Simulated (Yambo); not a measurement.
Yambo run on TiCdO3 (space group R-3, No. 148). The wavefunctions are PBEsol (Quantum ESPRESSO, PseudoDojo norm-conserving, 102 Ry, without SOC) ones on a 2×2×2 mesh (50 occupied bands); a = b = c = 5.8231 Å, α = β = γ = 53.70°.

Yambo input:

```
rim_cut
gw0
dyson
el_el_corr
HF_and_locXC
ppa
em1d
RandQpts= 1000000
RandGvec= 1 Ry
EXXRLvcs= 102 Ry
VXCRLvcs= 408 Ry
Chimod= "HARTREE"
% BndsRnXp
 11 | 200 |
%
NGsBlkXp= 7 Ry
% LongDrXp
 1.0 | 1.0 | 1.0 |
%
PPAPntXp= 27.2114 eV
% GbndRnge
 1 | 200 |
%
GTermKind= "none"
DysSolver= "n"
ExtendOut
% QPkrange
 1 | 1 | 50 | 51 |
 3 | 3 | 50 | 50 |
%
```

k points by index: 1 = Γ, 3 = F.

Table of the .qp output:

```
#    K-point    Band    Eo [eV]    E [eV]    E-Eo [eV]    Vxc [eV]    Vnlxc [eV]    Sc|Eo [eV]    Sc|E [eV]    dSc/dw|Eo [eV]    Re(Z)    Im(Z)
#
    1    50    -0.009137    -0.140467    -0.131330    -20.79345    -25.73600    4.773582    4.811228    -7.792087    0.777388    -0.001498
    1    51    3.060939    4.356677    1.295738    -16.59668    -10.87581    -4.112794    -4.425140    -6.558874    0.805778    -0.001254
    3    50    0.000000    -0.123083    -0.123083    -20.55557    -25.45771    4.743502    4.779056    -7.851513    0.776070    -0.001550
```
(The two width columns are left out.) Convergence of these settings isn't established.

Geometry of the Materials Project entry, not relaxed at this level.
